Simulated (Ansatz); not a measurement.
A distorted cell of Ga2O3 (beta-Ga2O3 type, space group C2/m):

```xyz
10
Lattice="6.0682 -1.5021 0.0000 6.0682 1.5021 0.0000 -1.3560 0.0000 5.5637" Properties=species:S:1:pos:R:3 pbc="T T T"
Ga     0.0297     0.0000     4.4266
Ga    10.7507     0.0000     1.1371
Ga     7.5849     0.0000     1.7387
Ga     3.1955     0.0000     3.8249
O      1.9398     0.0000     0.5999
O      8.8407     0.0000     4.9638
O      1.3249     0.0000     3.1071
O      9.4556     0.0000     2.4566
O      5.6944     0.0000     1.4033
O      5.0861     0.0000     4.1604
```

Level of theory: PBE (plane waves to 420 eV, PAW, scalar-relativistic; Ansatz, a program for electronic structure). k mesh 11×11×6 (Γ-centred), Fermi-Dirac smearing 0.05 eV. The energy includes the smearing's −TS. Stress and pressure are positive under compression. Ga2O3 was relaxed with its symmetry unable to fall. The PAW data are Ansatz's earlier set.

Task: What is the stress tensor (GPa)?

Result: 
```
   13.2      0.0      0.0
    0.0     14.9      0.0
    0.0      0.0     14.9
```
The pressure, a third of the trace, is 14.3 GPa.

Task: It is the relaxed cell scaled evenly to V/V₀ = 0.925, atoms relaxed where free. What is its energy relative to the relaxed cell?

Result: 34.4 meV/atom.

(A scan under strain: stresses follow from slopes of the energy per volume, elastic moduli from its curvatures.)
